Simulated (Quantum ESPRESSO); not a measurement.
# Ag5Ir2Nb: one composition in several site orders

A calculation, not a measurement. The program is pw.x of Quantum ESPRESSO 7.5 (plane-wave density functional theory). The cell is made up: eight metal atoms on a hexagonal close-packed lattice, with elements, volume, strain and displacements drawn at random and not relaxed, so it may be unstable or far from any real phase. PseudoDojo standard norm-conserving files set the functional (PBE unless stated); there is no spin polarisation or spin-orbit coupling, the Fermi-Dirac width of 0.25 eV means electrons at about 2900 K, and the masses in the input are unused placeholders. Heavy elements are run without spin-orbit coupling, which real alloys of them have. A spin test at this wide smearing found no moment, but such smearing suppresses magnetism that the real alloy may have.

The runs put one composition on the sites in different orders. Cell, positions, cutoff, mesh and smearing stay as in the input of run 1; sites are counted in its order. Stress in the tables is positive in tension.

Input of run 1:

```
&control calculation='scf', pseudo_dir='./dojo.nc.sr.pbe.v0_5.standard.upf', outdir='./o', disk_io='medium', tprnfor=.true., tstress=.true. /
&system ibrav=0, nat=8, ntyp=3, nbnd=83, ecutwfc=82.02448710, nosym=.true., tot_charge=0,
 occupations='smearing', smearing='fd', degauss=0.0183746611
/
&electrons conv_thr=1.470e-08, electron_maxstep=70, mixing_beta=0.5 /
ATOMIC_SPECIES
Ag 1.0 Ag.upf
Ir 1.0 Ir.upf
Nb 1.0 Nb.upf
CELL_PARAMETERS angstrom
0.0 4.906 0.0
2.8325 0.0 4.5682
2.8325 0.0 -4.5682
ATOMIC_POSITIONS angstrom
Ag -0.0125 0.0401 -0.0706
Ag 2.712 0.1245 0.0139
Ir 2.7938 1.6236 -2.2382
Ag 2.8637 1.5552 2.3781
Nb 1.418 2.3718 -0.1897
Ir 4.2648 2.2899 0.1485
Ag 1.4321 4.2536 -2.2918
Ag 1.4297 3.9692 2.4101
K_POINTS automatic
5 5 5 1 1 1
```

```
run  elements on sites 1 to 8  free energy less that of run 1 (eV)  -TS (eV)  pressure (GPa)  stress xx (GPa)  stress yy (GPa)  stress zz (GPa)  stress yz (GPa)  stress xz (GPa)  stress xy (GPa)  iterations
  1   Ag Ag Ir Ag Nb Ir Ag Ag                                0.000    -1.051           14.21            -7.26           -20.73           -14.66             0.30            -2.56            -0.97          14
  2   Ir Ir Ag Ag Ag Nb Ag Ag                                0.081    -1.028           14.46           -11.87            -8.89           -22.61             0.87            -0.72             1.04          14
  3   Nb Ag Ir Ag Ag Ir Ag Ag                                0.684    -1.173           14.77           -15.49           -12.06           -16.75             1.52             1.45            -1.19          14
  4   Ag Ag Ag Ir Ag Nb Ag Ir                                0.789    -1.185           14.22           -14.63           -14.34           -13.68            -2.17            -4.88             1.15          14
  5   Ag Ag Nb Ag Ir Ag Ir Ag                                0.157    -1.021           14.76           -14.54           -13.42           -16.33            -0.19            -4.91             0.92          13
  6   Ag Ag Ir Nb Ag Ag Ag Ir                                0.452    -1.067           14.56            -7.99           -12.77           -22.92            -0.61            -0.45             0.42          14
```

Forces Fx Fy Fz (eV/Å):

```
site              run 1             run 2              run 3             run 4              run 5             run 6
   1   -0.17 -1.68 1.52  -0.02 -0.78 1.91   -1.40 -0.32 2.91  -0.06 -1.82 1.65   -0.13 -1.74 1.40  -0.12 -1.57 1.80
   2    0.74 -2.31 0.58   0.93 -1.50 0.74    0.53 -1.98 0.48   0.69 -2.20 0.65    0.63 -2.44 0.84   0.57 -2.01 0.47
   3    0.77 1.21 -0.28   1.70 0.07 -0.85    1.71 0.11 -1.97   1.90 0.06 -0.77  -0.15 -0.19 -0.08   1.49 0.57 -1.03
   4   -1.76 1.15 -1.58  -1.59 0.91 -1.47   -1.67 1.20 -1.57  -2.55 1.48 -2.18   -1.95 1.33 -1.62  -2.18 1.40 -1.65
   5     0.56 1.83 1.97   -0.24 2.14 2.22    -0.04 2.08 2.47   -0.04 1.94 2.59     0.69 2.54 1.16   -0.11 2.16 2.78
   6   -0.01 1.65 -0.71  -0.52 0.40 -0.97    1.11 1.29 -0.93  -0.53 2.59 -1.37   -0.42 2.02 -0.61  -0.23 1.82 -0.83
   7   0.20 -1.83 -0.85  0.10 -1.43 -0.70   0.26 -2.18 -0.66  0.20 -1.80 -0.62   1.36 -1.70 -0.17  0.43 -2.24 -0.60
   8  -0.34 -0.02 -0.65  -0.35 0.18 -0.89  -0.50 -0.21 -0.72   0.39 -0.24 0.05   -0.03 0.18 -0.91  0.16 -0.13 -0.95
```

The sites are displaced and not relaxed, so the energy differences hold strain from misfit and are not ordering energies. A rerun of one cell of this series at a higher cutoff and on a denser mesh moved values by no more than 0.008 eV in energy, 0.14 GPa in stress and 0.006 eV/Å in force, and a second program with other atomic files agreed on that cell to 2 % rms in force and 0.5 GPa in pressure.